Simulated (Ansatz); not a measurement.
With the program Ansatz at the PBE level (PAW), BP in the rock salt structure (Fm-3m) relaxes to a = 4.319 Å. P has 6 nearest neighbours from 2.16 Å (octahedral); B has 6 nearest neighbours from 2.16 Å (octahedral). Against the elements it lies at 0.63 eV/atom, with no fitted shifts.

Electronic character: metallic (no gap).

The bulk modulus is 163 GPa.

The start of the workflow was typed in or built on a structure type; neither database checked (COD, Materials Project) lists it. It is not the phase usual at ambient conditions (space group No. 216). The PBE relaxation kept the symmetry of its start; whether a distortion lowers the energy is not shown. Its formation energy is positive at this level, so the cell may be metastable or incomplete. The references are the lowest solids computed at this level, not always the standard phases.

Potentials: the earlier of the program's two PAW sets.
